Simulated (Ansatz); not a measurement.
Computed with Ansatz, not measured. Plane-wave DFT: an element X is put into a periodic supercell of the crystal below and the atoms relax. X is one of the candidates, and is told by the neutral defect's formation energy over the elements (uncorrected), its moments where the run had spin, and its relaxed neighbours, eight at most.

```
cell
1.0
     3.9177    0.0000    0.0000
    -1.9588    3.3928    0.0000
     0.0000    0.0000    9.4290
La I
2 2
Direct
  0.0000 0.0000 0.0000
  0.0000 0.0000 0.5000
  0.3333 0.6667 0.2500
  0.6667 0.3333 0.7500
```

- host atoms in supercell: 32
- functional: PBEsol
- wave cutoff: 420 eV
- k mesh: 3, 3, 3
- k shift: 0, 0, 0 mesh steps
- gaussian smearing: 0.05 eV
- start displacement: 0.05 angstrom
- electrons started on: no chosen atoms
- candidate elements: Li, N, S, Cl, Y, Pb
- found formation energy: 0.735 eV
- found largest move from host sites: 1.177 angstrom

```csv
supercell vector,supercell times a (host cell vectors),supercell times b (host cell vectors),supercell times c (host cell vectors)
A,1,3,0
B,-3,-1,0
C,1,-1,1
```

```json
{"change element": "X", "change kind": "interstitial", "change place a (host cell vectors)": "0.3125", "change place b (host cell vectors)": "0.625", "change place c (host cell vectors)": "0.625"}
```

| found neighbour element | found neighbour distance (angstrom) |
| --- | --- |
| I | 2.449 |
| I | 2.45 |
| I | 2.45 |

**Question.** Which element is X?

**Answer.** Li.

Caveats: one random start near the defect, so other minima are possible; the supercell is small.
